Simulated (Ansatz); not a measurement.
The guess for Ga2GeTeSe was made by a generator: random cell by space group and Wyckoff sites (Pmmm, No. 47). Lengths were set from tabulated atomic sizes, so they are only a guess.

```
Ga Ge Te Se
1.0
     3.55621    0.00000    0.00000
     0.00000    6.05224    0.00000
     0.00000    0.00000    6.69136
Ga Ge Te Se
2 1 1 1
Direct
  0.00000 0.50000 0.29130
  0.00000 0.50000 0.70870
  0.50000 0.00000 0.00000
  0.00000 0.50000 0.00000
  0.50000 0.50000 0.00000
```

These are results of DFT PBE, scalar-relativistic, plane waves, PAW in Ansatz, not measurements. Cutoff 420 eV, Gaussian smearing, Γ-centred meshes. Cell and atoms relax first on a coarse mesh and then on a finer one. In between, the cell is made exact in the group found at 0.06 Å. In metals the finer mesh still leaves noise of several meV/atom or more. The steps can't lower the symmetry of their start. No spin polarisation.

A guess keeps its type if space group and coordination stay and the shape of the cell changes little (axis ratios within about 15 %, angles within 6°); the volume may change.

Problem. Does it keep its structure type, or change into something else?

Solution. It doesn't keep its type. The symmetry stays Pmmm (No. 47). The volume per atom grows by 93.8 %, from 28.8 to 55.8 Å³. The shortest distance goes from 1.78 Å (Te–Se) to 2.52 Å (Ge–Se). Counting neighbours within 15 % of an atom's shortest distance, the start has Ga 1, Ge 2, Se 2, Te 4 and the end Ga 1, Ge 2, Se 2, Te 4. In detail, at the end Ga is surrounded by 1 Te at 2.70 Å; around Ge lie 2 Se at 2.52 Å; Te is surrounded by 2 Ga at 2.70 Å and 2 Se at 3.06 Å; Se is surrounded by 2 Ge at 2.52 Å and 2 Te at 3.06 Å.

```cif
data_structure
_symmetry_space_group_name_H-M 'P 1'
_symmetry_Int_Tables_number 1
_cell_length_a 5.0331
_cell_length_b 6.1124
_cell_length_c 9.0714
_cell_angle_alpha 90.000
_cell_angle_beta 90.000
_cell_angle_gamma 90.000
_cell_volume 279.08
loop_
_atom_site_label
_atom_site_type_symbol
_atom_site_fract_x
_atom_site_fract_y
_atom_site_fract_z
_atom_site_occupancy
Ga1 Ga 0.50000 0.00000 0.29713 1
Ga2 Ga 0.50000 0.00000 0.70287 1
Ge1 Ge 0.00000 0.50000 0.00000 1
Te1 Te 0.50000 0.00000 0.00000 1
Se1 Se 0.50000 0.50000 0.00000 1
```

The last run used an 8×6×4 mesh (in the run's order of axes) for its 5-atom cell and Gaussian smearing of 0.10 eV. Weakly bound directions are ill-defined at this level, which has no dispersion term. Spin–orbit coupling, which can matter for Te, is left out. A structure relaxed within its symmetry needn't be a true minimum. Another cell of Ga2GeTeSe relaxed alike, in P4mm, lies 0.67 eV/atom lower, so this cell isn't the stable form at this level.
